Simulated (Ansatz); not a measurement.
Rh (fcc (Cu type), space group No. 225) at seven volumes, DFT-PBE in the program Ansatz with PAW potentials, scaled uniformly. One row is withheld.

```csv
V (Å³/atom),P (GPa)
12.781,30.94
13.202,18.68
13.623,8.48
14.045,0.00
14.466,-7.04
14.887,?
15.309,-17.70
```

**Question.** Fit the shown pressures and predict the withheld one.

**Answer.** P = (3/2)B₀(x^(7/2) − x^(5/2))[1 + (3/4)(B′ − 4)(x − 1)] with x = (V₀/V)^(2/3). Least squares on the six rows gives V₀ = 14.045 Å³/atom, B₀ = 257 GPa, B′ = 5.19. At V = 14.887, x = 0.9619 and P = -12.87 GPa. The run itself gave -12.88 GPa.

Space group Fm-3m (fcc (Cu type)). The PBE relaxation kept the symmetry of its start. No spin polarisation was allowed.

Potentials: the later of the program's two PAW sets.
